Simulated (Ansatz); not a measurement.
La$_{2}$Zr$_{2}$O$_{7}$ in space group Fd-3m (No. 227; La on 16c, Zr on 16d, O on 8a, O on 48f), plane-wave PAW r²SCAN (Ansatz code), all energies at zero smearing, with the estimated change up to a 700 eV cutoff added, with one set of potentials and settings (totals compare only within such a set). Cell of 22 atoms (4 La, 4 Zr, 14 O): -49847.206 eV.

| element | reference phase | E (eV/atom) |
|---|---|---|
| La | P6_3/mmc, 4 atoms in the cell | -6264.8722 |
| Zr | P6_3/mmc, 2 atoms in the cell | -4195.0547 |
| O | C2/m, 4 atoms in the cell, spin-polarised | -566.0346 |

Formation energy per atom, worked out: (-49847.206 − 4×(-6264.8722) − 4×(-4195.0547) − 14×(-566.0346))/22 = -3.773 eV/atom (-364 kJ per mol of atoms), at 0 K, without zero-point energy or fitted corrections.

The first step of the workflow began from a Materials Project structure, measured or hypothetical; the Crystallography Open Database files this formula in space group No. 227, but the cells were not matched. Whether it is the stable phase at ambient conditions was not checked. The cell was relaxed with r²SCAN under the symmetry of its start; whether a distortion lowers the energy is not shown. No spin polarisation was allowed. The references are the lowest solids computed at this level, not always the standard phases (solids in place of the gases). Spin–orbit coupling is left out wherever it is not named.

Potentials: the earlier of the program's two PAW sets.
